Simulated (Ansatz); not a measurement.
ZnInGaO$_{4}$ (InGaZnO4 type, space group R3m)

```
CELL_PARAMETERS angstrom
      1.65535     0.95571     8.58736
     -1.65535     0.95571     8.58736
      0.00000    -1.91143     8.58736
ATOMIC_POSITIONS crystal
  In 0.99693 0.99693 0.99693
  Ga 0.21290 0.21290 0.21290
  Zn 0.78126 0.78126 0.78126
  O  0.13651 0.13651 0.13651
  O  0.87897 0.87897 0.87897
  O  0.28863 0.28863 0.28863
  O  0.70480 0.70480 0.70480
```

This relaxed cell (volume V₀) is scaled evenly in all directions, its shape held. The atoms relax within the cell's symmetry.

Method: r2SCAN (plane waves to 500 eV, PAW, scalar-relativistic; Ansatz, a program for electronic structure). k mesh 12×12×12 (Γ-centred), Fermi-Dirac smearing 0.05 eV. The energy includes the smearing's −TS. Compression counts positive. With the shape held, the modulus is that of even scaling; a crystal free to change shape is softer. ZnInGaO4 was relaxed with its symmetry unable to fall. The zero of ΔE is the relaxed starting cell.

```json
[
 {"V (Å³/atom)": "9.782", "ΔE (meV/atom)": "230.3"},
 {"V (Å³/atom)": "10.154", "ΔE (meV/atom)": "withheld"},
 {"V (Å³/atom)": "10.527", "ΔE (meV/atom)": "72.7"},
 {"V (Å³/atom)": "10.899", "ΔE (meV/atom)": "30.3"},
 {"V (Å³/atom)": "11.272", "ΔE (meV/atom)": "7.1"},
 {"V (Å³/atom)": "11.645", "ΔE (meV/atom)": "0.0"},
 {"V (Å³/atom)": "12.017", "ΔE (meV/atom)": "6.3"},
 {"V (Å³/atom)": "12.390", "ΔE (meV/atom)": "24.0"},
 {"V (Å³/atom)": "12.763", "ΔE (meV/atom)": "51.1"},
 {"V (Å³/atom)": "13.135", "ΔE (meV/atom)": "86.1"},
 {"V (Å³/atom)": "13.508", "ΔE (meV/atom)": "127.7"}
]
```

Q: Fit a third-order Birch-Murnaghan form (E₀, V₀, B₀, B₀′ free) to the given rows and predict ΔE at V = 10.154.

A: Least squares on the 10 given rows: ΔE = E₀ + (9V₀B₀/16)·y²·[2 + (B₀′ − 4)y], y = (V₀/V)^(2/3) − 1, with V₀ = 11.645 Å³/atom, B₀ = 180.1 GPa (160.2 GPa = 1 eV/Å³; the term in eV is multiplied by 1000), B₀′ = 4.48, E₀ = 0.03 meV/atom; root-mean-square residual 0.06 meV/atom. At 10.154 the fit gives 137.8 meV/atom; the calculation gives 137.8 meV/atom, the same to the digits shown. For the pressure the fit gives 33.6 GPa against the computed 33.5 GPa.

(Under strain, the slope of the energy per volume gives the stress and its curvature an elastic modulus.)
